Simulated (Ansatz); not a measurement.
This run works on a proposed trial structure, not on a known crystal.

Input and command of a plane-wave DFT calculation in Ansatz:

```yaml
crystal:
  lattice:
    - [4.0, 0.0, 0.0]
    - [0.0, 4.0, 0.0]
    - [0.0, 0.0, 8.96]
  atoms:
    - { symbol: In, position: [0.5, 0.0, 0.9] }
    - { symbol: In, position: [0.0, 0.5, 0.1] }
    - { symbol: Sb, position: [0.5, 0.5, 0.325] }
    - { symbol: Sb, position: [0.5, 0.5, 0.675] }
    - { symbol: Sb, position: [0.0, 0.0, 0.5] }
    - { symbol: O, position: [0.0, 0.0, 0.0] }
basis:
  ecutwfc: 420
kpoints:
  mp_grid: { grid: [4, 4, 2] }
hamiltonian:
  xc: pbe
scf:
  occupations: { method: gaussian, width: 0.2 }
  lower_state_search: "off"
output:
  forces: true
  stress: true
  eigenvalues: true
relax:
  adjacent_minimum: "off"
  f_tol: 0.08
  max_steps: 16
  cell: { stress_tol: 0.8 }
```

```bash
ansatz run input.yaml --threads 1 --pin off --max-ram 2560MiB --backend cpu --events-out ev --progress --plain --runs-dir out
```

Processor: Arm Neoverse V1, 1 thread, on a host shared with other jobs.

**Question.** How long does it run, and how much memory does it take?

**Answer.** About 110 s, peak memory 0.4 GiB. It solves 47 bands at 12 k points (after reduction by symmetry) with about 3085 plane waves (on the last cell), in 77 SCF iterations over 13 ionic steps.
